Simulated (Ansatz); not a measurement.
Starting cell, B (space group R-3m):

```
B
1.0
    2.42047     1.39746     4.13138
   -2.42047     1.39746     4.13138
    0.00000    -2.79491     4.13138
B
12
Direct
  0.01046   0.65431   0.01046
  0.98954   0.34569   0.98954
  0.01046   0.01046   0.65431
  0.98954   0.98954   0.34569
  0.65431   0.01046   0.01046
  0.34569   0.98954   0.98954
  0.22147   0.62999   0.22147
  0.77853   0.37001   0.77853
  0.22147   0.22147   0.62999
  0.77853   0.77853   0.37001
  0.62999   0.22147   0.22147
  0.37001   0.77853   0.77853
```

A phonon eigenvector at Γ is frozen into this cell: atom i moves by Q times the vector below, so Q is the largest atomic displacement, in Å. The cell is held.

| atom | x | y | z |
|---|---|---|---|
| B1 | -0.500 | -0.866 | 0.000 |
| B2 | 0.500 | 0.866 | 0.000 |
| B3 | 1.000 | 0.000 | 0.000 |
| B4 | -1.000 | 0.000 | 0.000 |
| B5 | -0.500 | 0.866 | 0.000 |
| B6 | 0.500 | -0.866 | 0.000 |
| B7 | 0.250 | 0.433 | 0.000 |
| B8 | -0.250 | -0.433 | 0.000 |
| B9 | -0.500 | 0.000 | 0.000 |
| B10 | 0.500 | 0.000 | 0.000 |
| B11 | 0.250 | -0.433 | 0.000 |
| B12 | -0.250 | 0.433 | 0.000 |

These are LDA (plane waves to 420 eV, PAW, scalar-relativistic; Ansatz, a program for electronic structure) values and carry that method's errors. k mesh 7×7×7 (Γ-centred), Fermi-Dirac smearing 0.05 eV. The energy includes the smearing's −TS. B was relaxed with its symmetry unable to fall. ΔE is measured from the undisplaced structure.

| Q (Å) | ΔE (meV/cell) |
|---|---|
| -0.180 | 2698 |
| -0.150 | 1866 |
| -0.120 | 1190 |
| -0.090 | withheld |
| -0.060 | 296 |
| -0.030 | 74 |
| 0.000 | 0 |
| 0.030 | 74 |
| 0.060 | 296 |
| 0.090 | withheld |
| 0.120 | 1190 |
| 0.150 | 1866 |
| 0.180 | 2698 |

Q: Fit an even polynomial form (powers 2, 4) to the given rows and predict ΔE at Q = 0.090.

A: Least squares on the 11 given rows: ΔE = (82140)·Q² + (34990)·Q⁴, in meV/cell with Q in Å; root-mean-square residual 0.1 meV/cell. At 0.090 the fit gives 668 meV/cell; the calculation gives 667 meV/cell, so the interpolation is off by 1 (+0.1 %). The quadratic term alone would give 665 meV/cell.

(A displaced cell: forces are minus the slopes of the energy, force constants its curvatures, and phonons follow from these.)
